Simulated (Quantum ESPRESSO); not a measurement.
```xyz
8
Lattice="3.5797 -6.1866 0.0078 3.5797 6.1866 0.0078 -2.4085 0.0000 6.4209" Properties=species:S:1:pos:R:3 pbc="T T T"
Br    -0.0371    -2.0975     4.7761
Br     4.7880     2.0975     1.6603
Br     4.7880    -2.0975     1.6603
Br    -0.0371     2.0975     4.7761
Br     3.6271     0.0000     4.7502
Br     1.1238     0.0000     1.6862
Bi     3.5797    -4.1257     0.0078
Bi     3.5797     4.1257     0.0078
```

Cell and atoms were relaxed with PBE+D3(BJ) from Materials Project entry mp-568301, within its symmetry.

**Question.** What does PBEsol (pw.x of Quantum ESPRESSO, ONCV potentials, no spin-orbit coupling) give for the electronic structure near the Fermi level?

**Answer.** The PBEsol gap is direct, 2.62 eV at Z. Spin-orbit coupling is left out; with 6p states at a band edge it can lower the gap by many tenths of an eV, most of a small gap.
